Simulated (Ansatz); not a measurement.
MgPt₃:
```xyz
4
Lattice="3.9095 0.0000 0.0000 0.0000 3.9095 0.0000 0.0000 0.0000 3.9095" Properties=species:S:1:pos:R:3 pbc="T T T"
Mg     0.0000     0.0000     0.0000
Pt     1.9547     1.9547     0.0000
Pt     0.0000     1.9547     1.9547
Pt     1.9547     0.0000     1.9547
```

Relaxed with PBEsol. Special points in fractions of this cell's reciprocal vectors: Γ (0.000, 0.000, 0.000); X (0.000, 0.500, 0.000); M (0.500, 0.500, 0.000); R (0.500, 0.500, 0.500).

List the band energies nearest the Fermi level at these points for the program Ansatz at the PBEsol with spin–orbit coupling level (PAW).

In eV from the Fermi level; about four levels below and three above (degenerate sets whole), none deeper than 8.9 eV; points with the same levels are listed once.

```tsv
k	below	above
Γ	-0.73 -0.73 -0.73 -0.73	0.31 0.31 0.31 0.31
X	-1.69 -1.69 -0.47 -0.47	0.71 0.71 5.45 5.45
M	-1.45 -1.45 -1.24 -1.24	0.13 0.13 2.03 2.03
R	-0.22 -0.22 -0.05 -0.05	0.48 0.48 0.48 0.48
```

Space group Pm-3m (Cu3Au type). The workflow started from an entry of the Crystallography Open Database (COD); the relaxed space group is not among those it files for this formula. COD files the formula under space group No. 123, so this cell is another polymorph or a model. Whether it is the stable phase at ambient conditions was not checked. Symmetry was held in the PBEsol relaxation; of distortions, only those at the zone centre were tested. No spin polarisation was allowed.

Potentials: the later of the program's two PAW sets.
